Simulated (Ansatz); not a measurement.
**Sn3GeO8 (Cmmm) at 2 levels of theory**

One geometry, relaxed with PBE; plane waves with PAW potentials in Ansatz, scalar-relativistic. No spin polarisation. Gaps are the least over mesh and band path; pressure is positive in compression.

```cif
data_structure
_symmetry_space_group_name_H-M 'P 1'
_symmetry_Int_Tables_number 1
_cell_length_a 4.7420
_cell_length_b 4.7420
_cell_length_c 6.3189
_cell_angle_alpha 90.000
_cell_angle_beta 90.000
_cell_angle_gamma 90.250
_cell_volume 142.09
loop_
_atom_site_label
_atom_site_type_symbol
_atom_site_fract_x
_atom_site_fract_y
_atom_site_fract_z
_atom_site_occupancy
Sn1 Sn 0.50000 0.50000 0.50000 1
Sn2 Sn 0.00000 0.00000 0.75649 1
Sn3 Sn 0.00000 0.00000 0.24351 1
Ge1 Ge 0.50000 0.50000 0.00000 1
O1 O 0.20720 0.20720 0.00000 1
O2 O 0.19233 0.19233 0.50000 1
O3 O 0.79280 0.79280 0.00000 1
O4 O 0.80767 0.80767 0.50000 1
O5 O 0.68720 0.31280 0.76598 1
O6 O 0.68720 0.31280 0.23402 1
O7 O 0.31280 0.68720 0.76598 1
O8 O 0.31280 0.68720 0.23402 1
```

```csv
level,cutoff (eV),k mesh,gap (eV),pressure (GPa)
PBE,420,6×6×4,0.63,0.0
```

Q: What comes out on the same cell with PBEsol?

A:
```
 level  cutoff (eV)  k mesh  gap (eV)  pressure (GPa)
PBEsol          420   6×6×4      0.54            -6.1
```

The cell was found from a structure generator's guess, not taken from experiment.
